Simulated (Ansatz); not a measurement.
Starting cell, MgH₂ (rutile):

```
CELL_PARAMETERS angstrom
      4.48439     0.00000     0.00000
      0.00000     4.48439     0.00000
      0.00000     0.00000     2.99668
ATOMIC_POSITIONS crystal
  Mg 0.00000 0.00000 0.00000
  Mg 0.50000 0.50000 0.50000
  H  0.30469 0.30469 0.00000
  H  0.80469 0.19531 0.50000
  H  0.19531 0.80469 0.50000
  H  0.69531 0.69531 0.00000
```

In this cell atom 5 (H, nearest neighbour Mg at 1.932 Å; its periodic images, 3.0 Å or more away, move with it) is moved by s along Cartesian [110], unit vector (0.707, 0.707, 0.000); all other atoms and the cell stay fixed.

These are r2SCAN (plane waves to 500 eV, PAW, scalar-relativistic; Ansatz, a quantum-chemistry and plane-wave program) values and carry that method's errors. k mesh 6×6×9 (Γ-centred), Fermi-Dirac smearing 0.05 eV. F∥ is the force on the atom along that direction. MgH2 was relaxed with its symmetry unable to fall. 

```
s (Å)   F∥ (eV/Å)
------  ---------
-0.190      0.285
-0.152      0.226
-0.114      0.169
-0.076      0.112
-0.038      0.056
0.000       0.000
0.038      -0.056
0.076      -0.112
0.114      -0.169
0.152      -0.226
0.190      -0.285
```

**Question.** What is the force constant k = d²E/ds² of this move at s = 0?

**Answer.** 1.47 eV/Å². The forces along the line at the two nearest points give (0.056 − (-0.056)) / (2·0.038) = 1.47 eV/Å²; the next pair corrects for the finite step.

(For displaced atoms, the force is minus the slope of the energy, and its curvature is a force constant, which sets phonon frequencies.)
